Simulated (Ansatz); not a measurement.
Si:
```cif
data_Si3
_chemical_formula_sum 'Si3'
_space_group_name_H-M_alt 'P 1'
_space_group_IT_number 1
_cell_length_a 3.88165
_cell_length_b 3.88165
_cell_length_c 4.07645
_cell_angle_alpha 90.000
_cell_angle_beta 90.000
_cell_angle_gamma 120.000
loop_
_space_group_symop_operation_xyz
  'x, y, z'
loop_
_atom_site_label
_atom_site_type_symbol
_atom_site_fract_x
_atom_site_fract_y
_atom_site_fract_z
_atom_site_occupancy
Si1 Si 0.50000 0.00000 0.00000 1
Si2 Si 0.00000 0.50000 0.33333 1
Si3 Si 0.50000 0.50000 0.66667 1
```

Relaxed with PBEsol. PBEsol in the plane-wave PAW code Ansatz gives no gap.

**Question.** What gap does HSE06 give on the same cell (Ansatz, PAW)?

**Answer.** 0.17 eV. The hybrid was solved on a coarser mesh and at special points; its gap is the smallest among all of these. On such a mesh it can open a false gap in a semimetal.

```json
[
 {"k": "Γ", "v1 PBEsol": "-0.95", "c1 PBEsol": "0.60", "v1 HSE06": "…", "c1 HSE06": "…"},
 {"k": "A", "v1 PBEsol": "0.00", "c1 PBEsol": "1.52", "v1 HSE06": "…", "c1 HSE06": "…"},
 {"k": "K", "v1 PBEsol": "-1.97", "c1 PBEsol": "-0.04", "v1 HSE06": "…", "c1 HSE06": "…"},
 {"k": "H", "v1 PBEsol": "-4.54", "c1 PBEsol": "4.56", "v1 HSE06": "…", "c1 HSE06": "…"},
 {"k": "M", "v1 PBEsol": "-2.11", "c1 PBEsol": "-0.33", "v1 HSE06": "-2.31", "c1 HSE06": "0.17"},
 {"k": "L", "v1 PBEsol": "-2.00", "c1 PBEsol": "-0.27", "v1 HSE06": "-2.18", "c1 HSE06": "0.26"}
]
```

**Question.** Top valence (v1) and lowest conduction level (c1) in eV from each method's valence maximum (which need not be a listed point): supply the withheld HSE06 values.

**Answer.** 
- H, v1 HSE06: -4.94
- H, c1 HSE06: 5.39
- K, v1 HSE06: -2.12
- K, c1 HSE06: 0.53
- Γ, v1 HSE06: -1.03
- Γ, c1 HSE06: 1.19
- A, v1 HSE06: 0.00
- A, c1 HSE06: 2.28

Cost on shared cores: the PBEsol run (SCF on a 12×12×10 mesh, then bands and DOS) roughly 28 core-seconds, the HSE06 run (SCF on 6×6×5, then a few points) about 80 core-seconds (a rough figure); the tasks are unlike.

Space group P6_422. The start of the workflow was typed in or built on a structure type; neither database checked (COD, Materials Project) lists it. It is not the phase usual at ambient conditions (space group No. 227). The PBEsol relaxation kept the symmetry of its start; of distortions, only those at the zone centre were tested.

Potentials: the later of the program's two PAW sets.
